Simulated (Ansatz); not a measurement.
Tc3N:
```yaml
crystal:
  lattice:
    - [2.79576, 0.00000, 0.00000]
    - [-1.39788, 2.42120, 0.00000]
    - [0.00000, 0.00000, 7.03967]
  atoms:
    - { symbol: Tc, position: [0.00000, 0.00000, 0.50000] }
    - { symbol: Tc, position: [0.66667, 0.33333, 0.80346] }
    - { symbol: Tc, position: [0.66667, 0.33333, 0.19654] }
    - { symbol: N, position: [0.00000, 0.00000, 0.00000] }
```

Relaxed with r²SCAN. Special points in fractions of this cell's reciprocal vectors: Γ (0.000, 0.000, 0.000); M (0.500, 0.000, 0.000); K (0.333, 0.333, 0.000); A (0.000, 0.000, 0.500); L (0.500, 0.000, 0.500); H (0.333, 0.333, 0.500).

Task: List the band energies nearest the Fermi level at these points for plane-wave PAW r²SCAN (Ansatz code).

Result: In eV from the Fermi level; about four levels below and three above (degenerate sets whole), none deeper than 8.9 eV; … stands for higher levels left out; points with the same levels are listed once.

```tsv
k	below	above
Γ	-0.84 -0.38 -0.15 -0.15	2.15 2.15 …
M	-2.37 -1.95 -1.00 -0.38	1.55 1.93 2.45
K	-2.65 -2.37 -1.85 -0.68	1.22 1.52 1.54
A	-1.63 -1.63 -1.40 -0.36	1.23 1.23 1.68 1.68
L	-0.89 -0.48 -0.33 -0.23	2.08 2.11 2.16
H	-2.66 -1.68 -0.86 -0.24	1.06 1.81 2.07
```

Space group P-6m2. The first step of the workflow began from a Materials Project structure, measured or hypothetical; the Crystallography Open Database copy checked does not list it. Its standing as an ambient phase is unchecked. Symmetry was held in the r²SCAN relaxation; its stability against distortions is not shown here. No spin polarisation was allowed. Spin–orbit coupling is left out wherever it is not named.

Potentials: the later of the program's two PAW sets.
